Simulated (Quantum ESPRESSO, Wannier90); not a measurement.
## Tight-binding from DFT: HfPbO3 (cubic perovskite)

```xyz
5
Lattice="4.1555 0.0000 0.0000 0.0000 4.1555 0.0000 0.0000 0.0000 4.1555" Properties=species:S:1:pos:R:3 pbc="T T T"
Hf     2.0777     2.0777     2.0777
Pb     0.0000     0.0000     0.0000
O      0.0000     2.0777     2.0777
O      2.0777     0.0000     2.0777
O      2.0777     2.0777     0.0000
```

Structure: Materials Project mp-22535, symmetrised, not relaxed again. Not found in the COD (Crystallography Open Database) copy used, which has the formula in other groups; not checked further. Level: PBEsol, no spin polarisation, no spin-orbit coupling; pw.x of Quantum ESPRESSO at 68 Ry with PseudoDojo potentials, 6×6×6 k-points, Wannier90. Density: 8×8×8 mesh, cold smearing 0.01 Ry. Spin-orbit coupling is left out although heavy elements are present.

The plane-wave run has 43 bands and 44 electrons a cell. On the energy scale of pw.x, whose zero is arbitrary, the valence-band maximum lies at 9.60 eV.

Isolated groups of bands, relative to the valence-band maximum (bands from 29 on overlap up to the last one computed):

```
bands  from (eV)  to (eV)  filling             weight on atomic waves
-----  ---------  -------  -------  ---------------------------------
1         -59.87   -59.87   filled                         Hf 5s 97 %
2–4       -28.78   -28.64   filled                         Hf 5p 96 %
5–12      -16.94   -14.94   filled              Pb 5d 62 %, O 2s 31 %
13         -7.33    -5.95   filled   Pb 6s 71 %, O 2p 15 %, Hf 5d 9 %
14–22      -4.54     0.00   filled    O 2p 80 %, Hf 5d 9 %, Pb 6p 5 %
23–28       2.33     7.95    empty  Pb 6p 39 %, Hf 5d 39 %, O 2p 17 %
```

Input w.win, without the blocks of cell, atoms and k-points (216 lines):

```
num_bands = 31
num_wann = 18
exclude_bands = 1-12
num_iter = 1000
conv_tol = 1.0e-6
conv_window = 4
dis_num_iter = 1000
dis_conv_tol = 1.0e-6
dis_froz_max = 19.44
write_hr = true
write_u_matrices = true
begin projections
f=0.49014,0.50684,0.50096: d
f=-0.00227,0.01082,0.00476: s;p
f=0.00581,0.50919,0.49484: p
f=0.50287,-0.01168,0.49957: p
f=0.50695,0.50425,0.00886: p
end projections
mp_grid = 6 6 6
```

wannier90.x stops with:
```
dis_windows: More states in the frozen window than target WFs
```
At some k-point more bands lie below dis_froz_max than there are Wannier functions, and every frozen state has to fit into the subspace. Mended as below, all else unchanged, the run goes through (Ω_I = 19.0 Å²) and follows the plane-wave bands to 2.7 meV rms (states up to 3.3 eV relative to the valence-band maximum).
```
dis_froz_max = 13.43
```
